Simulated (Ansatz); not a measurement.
Field gradients of PtSe2 from run to run

Cell of run 1: a structure deposited in the COD (the entry's cell lengths or inner coordinates differ somewhat from later room-temperature determinations), atoms as given.

```
Pt Se
1.0
     3.72400    0.00000    0.00000
    -1.86200    3.22508    0.00000
     0.00000    0.00000    5.06200
Pt Se
1 2
Direct
  0.00000 0.00000 0.00000
  0.33333 0.66667 0.25000
  0.66667 0.33333 0.75000
```

Atoms are numbered from 1 in the order listed; like atoms form one site, named after its first atom.

Relaxed positions (PBE, cell held):

```
CELL_PARAMETERS angstrom
3.72400 0.00000 0.00000
-1.86200 3.22508 0.00000
0.00000 0.00000 5.06200
ATOMIC_POSITIONS crystal
Pt 0.00000 0.00000 0.00000
Se 0.33333 0.66667 0.25920
Se 0.66667 0.33333 0.74080
```

All runs are DFT with Ansatz 0.2.0 (plane waves and PAW, scalar-relativistic unless spin–orbit coupling is named, Γ-centred meshes, Fermi–Dirac smearing where given) in this cell.

Run 1: PBE, atoms as given; 420 eV, 10×10×7 k-points, smearing 0.05 eV.
Run 2: PBE, atoms relaxed; 420 eV, 10×10×7 k-points, smearing 0.05 eV.
Run 3: r2SCAN, at the relaxed atoms; 500 eV, 10×10×7 k-points, smearing 0.05 eV.
Run 4: PBE with spin–orbit coupling, at the relaxed atoms; 420 eV, 10×10×7 k-points, smearing 0.05 eV.

```json
{"run": "1", "Pt V_zz (η)": "8.85 (0.00)", "Se V_zz (η)": "-5.28 (0.00)"}
```

The results of the other runs, out of order. V_zz in 10²¹ V/m².

```
result  Pt V_zz (η)   Se V_zz (η)
     A  8.83 (0.00)  -3.00 (0.00)
     B  8.62 (0.00)  -4.71 (0.00)
     C  8.83 (0.00)  -3.72 (0.00)
```

(1) Which result belongs to which run?

Results:

(1) A is run 2, B is run 3, C is run 4. Taken one at a time, the positions of the atoms (as given or relaxed) move the tensors on these sites by up to 2.28 (largest principal value of the change, on Se), the functional (r2SCAN with its higher cutoff) by 1.71 (Se), spin–orbit coupling by 0.72 (Se). Without a gap such differences can lie within the error of the k-mesh, so this order isn't firm.

With these PAW files V_zz is typically within 2 to 3 % of all-electron values, but misses above 10 % occur on Pt. In runs 1, 2, 3, 4 there is no gap above 0.1 eV, so the gradients can move by 10 % or more with the k-mesh. In run 1 the atoms aren't at the calculated equilibrium (largest force 0.56 eV/Å). The cell isn't the equilibrium one in run 1 (calculated pressure 7 GPa), and the entry's cell may itself be off.
